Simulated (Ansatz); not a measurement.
Level of theory: DFT PBE, scalar-relativistic, plane waves, PAW, and for the lanthanide a 4f-in-core norm-conserving potential, in Ansatz 0.2.0. Settings: cutoff 660 eV, Γ-centred meshes spaced at most about 0.3 Å⁻¹, and about 0.25 Å⁻¹ or finer for metals (2π included), Gaussian smearing. No spin polarisation in the final relaxations.

These are static total energies at zero pressure. All come from trial cells, and lower structures may exist.

Problem. Which of these relaxed structures of NdAg3Sb2 is the lowest in energy?
A. Space group P6/mmm (No. 191), hexagonal, a = 5.566 Å, c = 11.240 Å. Nd has 2 Ag at 2.96 Å and 6 Sb at 3.21 Å; Ag on a site of symmetry 6mm has 1 Ag at 2.66 Å and 1 Nd at 2.96 Å; Ag on a site of symmetry 6/mmm is surrounded by 2 Ag at 2.66 Å; Sb has 3 Nd at 3.21 Å and 3 Sb at 3.21 Å.
B. Space group P6/mmm (No. 191), hexagonal, a = 5.895 Å, c = 4.782 Å. Around Nd lie 6 Sb at 3.40 Å and 12 Ag at 3.80 Å; Ag is surrounded by 4 Sb at 2.93 Å, 4 Ag at 2.95 Å and 4 Nd at 3.80 Å; Sb has 6 Ag at 2.93 Å, 3 Nd at 3.40 Å and 3 Sb at 3.40 Å.
C. Space group P4/mmm (No. 123), tetragonal, a = 3.744 Å, c = 10.150 Å. Around Nd lie 8 Ag at 3.25 Å, 2 Sb at 3.38 Å and 4 Nd at 3.74 Å; Ag on a site of symmetry 4mm is surrounded by 4 Sb at 3.04 Å, 1 Ag at 3.18 Å, 4 Nd at 3.25 Å and 5 Ag at 3.74–3.79 Å; Ag on a site of symmetry 4/mmm is surrounded by 8 Sb at 3.14 Å, 2 Ag at 3.18 Å and 4 Ag at 3.74 Å; Sb is surrounded by 8 Ag at 3.04–3.14 Å, 1 Nd at 3.38 Å, 1 Sb at 3.39 Å and 4 Sb at 3.74 Å.

Solution. B. It has space group P6/mmm (No. 191); the next, C, with space group P4/mmm (No. 123), lies 120 meV/atom higher. Counting Sb atoms around Ag and Nd (those within 1.25 times the shortest such distance or 1.15 times the sum of covalent radii, 1.27 where that leaves under three; a slash parts the counts of unlike sites), the lowest has Nd 6, Ag 4 and the next has Nd 2, Ag 4/8.

These runs have no spin–orbit coupling, which can matter for Sb. Cells relaxed within their symmetry can be saddle points. Some candidate types were left out of the draw beforehand, so a known form may be missing.

The lanthanide is trivalent by construction, without f bands, f moments or other valences.
